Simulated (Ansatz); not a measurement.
Starting cell, BP (zinc blende):

```
CELL_PARAMETERS angstrom
      0.00000     2.27424     2.27424
      2.27424     0.00000     2.27424
      2.27424     2.27424     0.00000
ATOMIC_POSITIONS crystal
  P  0.75000 0.75000 0.75000
  B  0.00000 0.00000 0.00000
```

In this cell atom 2 (B, nearest neighbour P at 1.970 Å; its periodic images, 3.2 Å or more away, move with it) is moved by s along Cartesian [111], unit vector (0.577, 0.577, 0.577); all other atoms and the cell stay fixed.

Computed with PBE (plane waves to 420 eV, PAW, scalar-relativistic; Ansatz, an electronic-structure program). k mesh 10×10×10 (Γ-centred), Fermi-Dirac smearing 0.05 eV. Stress and pressure are positive under compression. Left out: 1 of 11 points, with atoms too close for the PAW data. As the smearing reaches across the gap at some points, energies and forces of such displacements shift with the k mesh and the smearing. F∥ is the force on the atom along that direction. BP was relaxed with its symmetry unable to fall. 

```tsv
s (Å)	P (GPa)	F∥ (eV/Å)
-0.472	37.5	18.060
-0.354	17.8	11.178
-0.236	…	6.371
-0.118	1.4	2.689
0.000	0.0	0.000
0.118	1.0	-1.778
0.236	3.1	-2.600
0.354	5.8	…
0.472	8.3	-2.419
0.590	9.9	-1.687
```

**Question.** Fill in the missing entries.

**Answer.** 
- -0.236, P (GPa): 6.7
- 0.354, F∥ (eV/Å): -2.780

(A displaced cell: forces are minus the slopes of the energy, force constants its curvatures, and phonons follow from these.)
